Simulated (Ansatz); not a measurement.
This Tm₃BF structure is the end of a relaxation. The cell was found from a structure generator's guess, not taken from experiment.

Computed with DFT PBE, scalar-relativistic, plane waves, PAW, and for the lanthanide a 4f-in-core norm-conserving potential, in Ansatz. Cutoff 690 eV, Γ-centred mesh, Gaussian smearing, no spin polarisation.

```
Tm B F
1.0
     4.92003    0.00000    0.00000
     0.00000    4.92003    0.00000
     0.00000    0.00000    5.03941
Tm B F
3 1 1
Direct
  0.50000 0.00000 0.00000
  0.50000 0.50000 0.50000
  0.00000 0.50000 0.00000
  0.50000 0.50000 0.00000
  0.00000 0.00000 0.00000
```

Energies over the elements count from the elements' standard structures at the same level (F₂ as a molecule), with no fitted energy shifts.

Question: What space group does it have?

Answer: P4/mmm (No. 123). Conventional cell: a = 4.920 Å, c = 5.039 Å. Tm on a site of symmetry mmm has 2 B at 2.46 Å and 2 F at 2.46 Å; Tm on a site of symmetry 4/mmm is surrounded by 2 B at 2.52 Å; B is surrounded by 6 Tm at 2.46–2.52 Å; F has 4 Tm at 2.46 Å.

Question: What is its formation energy per atom?

Answer: −0.83 eV/atom. It lies below the elements, which doesn't yet make it stable against other compounds or structures.

Question: Is it a metal?

Answer: Yes, bands cross the Fermi level on the 8×8×8 mesh.

The last run used an 8×8×8 mesh for its 5-atom cell and Gaussian smearing of 0.10 eV. The cell is a metal run without spin; a magnetic state may lie lower. A later test with randomly moved atoms came back to the same energy, though modes that don't fit the test's cell weren't probed.

The lanthanide is trivalent by construction, without f bands, f moments or other valences. The reference runs of the other elements, and any phases without the lanthanide, used 420 eV, which shifts energies against them by under 10 meV/atom. The lanthanide's reference is the lowest of its hcp, dhcp and fcc cells.
